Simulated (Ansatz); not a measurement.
Y₅Ge₄:
Space group Pnma (No. 62); a = 7.705 Å, b = 14.754 Å, c = 7.714 Å, α = β = γ = 90.00°

```csv
atom,site,symmetry,x,y,z
Y,4c,.m.,0.2495,0.7500,0.0001
Y,8d,1,0.4219,0.1108,0.1666
Y,8d,1,0.0794,0.1110,0.8337
Ge,4c,.m.,0.1225,0.7500,0.3723
Ge,4c,.m.,0.1237,0.2500,0.1281
Ge,8d,1,0.2496,0.5471,0.0005
```

Relaxed with r²SCAN.

Which orbitals make up the states near the Fermi level in the program Ansatz at the r²SCAN level (PAW)?

Within 0.5 eV of the Fermi level: Y 4d 64 %, Ge 4p 30 %. Projections are on Löwdin-orthogonalised atomic valence shells; empty p or d shells of many metals are not among them.

Tabulate the density of states.

States/eV per cell of 36 atoms, in 0.25 eV bins, energy from the Fermi level.

```
E (eV)  total   Y 4d  Ge 4p  Ge 4s
------  -----  -----  -----  -----
-7.85   26.70   5.84   0.42  18.21
-7.60   30.73   7.19   1.68  19.93
-7.35    3.94   0.72   0.27   2.70
-7.10    0.00   0.00   0.00   0.00
-6.85    0.00   0.00   0.00   0.00
-6.60    0.00   0.00   0.00   0.00
-6.35    0.00   0.00   0.00   0.00
-6.10    0.00   0.00   0.00   0.00
-5.85    0.00   0.00   0.00   0.00
-5.60    0.00   0.00   0.00   0.00
-5.35    0.00   0.00   0.00   0.00
-5.10    0.00   0.00   0.00   0.00
-4.85    0.00   0.00   0.00   0.00
-4.60    0.00   0.00   0.00   0.00
-4.35    0.00   0.00   0.00   0.00
-4.10    0.00   0.00   0.00   0.00
-3.85    3.95   0.93   2.23   0.06
-3.60   25.26   5.99  14.25   0.42
-3.35   24.46   6.38  13.32   0.57
-3.10   13.32   3.87   7.00   0.50
-2.85   11.59   3.30   6.48   0.46
-2.60   15.34   4.31   8.83   0.42
-2.35   23.32   7.03  13.70   0.33
-2.10   30.75  10.10  18.19   0.33
-1.85   33.79  11.93  19.78   0.25
-1.60   40.53  15.32  23.13   0.30
-1.35   38.72  15.56  21.41   0.28
-1.10   29.90  12.75  15.78   0.30
-0.85   23.34  10.51  11.89   0.19
-0.60   22.21  10.15  11.18   0.21
-0.35   11.01   5.02   5.47   0.12
-0.10   22.28  14.43   6.35   0.44
0.15     8.88   6.03   2.33   0.15
0.40    11.11   9.37   1.12   0.09
0.65    28.12  24.55   1.87   0.19
0.90    28.54  24.29   2.12   0.22
1.15    23.31  19.66   1.87   0.18
1.40    10.96   9.09   1.10   0.10
1.65    15.98  12.96   1.75   0.23
1.90    23.17  18.48   2.75   0.34
2.15    25.79  20.26   3.09   0.45
2.40    28.15  22.16   3.30   0.46
2.65    29.58  23.39   2.98   0.64
2.90    25.03  19.35   2.73   0.68
```

The first step of the workflow began from a Materials Project structure, measured or hypothetical; the Crystallography Open Database files this formula in space group No. 62, but the cells were not matched. Its standing as an ambient phase is unchecked. Symmetry was held in the r²SCAN relaxation; whether a distortion lowers the energy is not shown. No spin polarisation was allowed. Spin–orbit coupling is left out wherever it is not named.

Potentials: the later of the program's two PAW sets.
